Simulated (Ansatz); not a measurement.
## ScBiTe3, before and after

The guess for ScBiTe3 was made by a generator: random cell by space group and Wyckoff sites (P4/mmm, No. 123). The dimensions are guesses.

start.xyz

```xyz
5
Lattice="4.9702 0.0000 0.0000 0.0000 4.9702 0.0000 0.0000 0.0000 6.7976" Properties=species:S:1:pos:R:3 pbc="T T T"
Sc    2.4851    2.4851    0.0000
Bi    0.0000    0.0000    0.0000
Te    0.0000    2.4851    0.0000
Te    2.4851    0.0000    0.0000
Te    2.4851    2.4851    3.3988
```

Method: DFT PBE, scalar-relativistic, plane waves, PAW (Ansatz). Cutoff 420 eV, Gaussian smearing, Γ-centred meshes. Cell and atoms relax first on a coarse mesh and then on a finer one. In between, the cell is made exact in the group found at 0.06 Å. In metals the finer mesh still leaves noise of several meV/atom or more. The steps can't lower the symmetry of their start. No spin polarisation in the relaxation; trial moments died out in a coarse test.

end.xyz

```xyz
5
Lattice="6.0494 0.0000 0.0000 0.0000 6.0494 0.0000 0.0000 0.0000 5.5255" Properties=species:S:1:pos:R:3 pbc="T T T"
Sc    3.0247    3.0247    0.0000
Bi    0.0000    0.0000    0.0000
Te    0.0000    3.0247    0.0000
Te    3.0247    0.0000    0.0000
Te    3.0247    3.0247    2.7627
```

The symmetry stays P4/mmm (No. 123). The volume per atom grows by 20.4 %, from 33.6 to 40.4 Å³. The shortest distance goes from 2.49 Å (Bi–Te and Sc–Te) to 2.76 Å (Sc–Te). The ratio c/a of the conventional cell changes by a factor of 0.67. The energy falls by about 2.0 eV/atom (the start's value is from the coarse mesh).

```
Volume per atom                          : 40.44 Å³
Density                                  : 5.23 g/cm³
Formation energy                         : −0.33 eV/atom
Gap on the 6×6×8 mesh of the 5-atom cell : 0 eV (a metal)
```

Energies over the elements count from the elements' standard structures at the same level, with no fitted energy shifts.

The last run used Gaussian smearing of 0.10 eV. These runs have no spin–orbit coupling, which can matter for Bi and Te. The reference form of Te is held partly by dispersion forces, which this level lacks. A structure relaxed within its symmetry needn't be a true minimum. In all, the 3 runs took 3.6 min on 1 thread of Arm Neoverse V2, on a shared host. Another cell of ScBiTe3 relaxed alike, in P4mm, lies 48 meV/atom lower, so this cell isn't the stable form at this level.
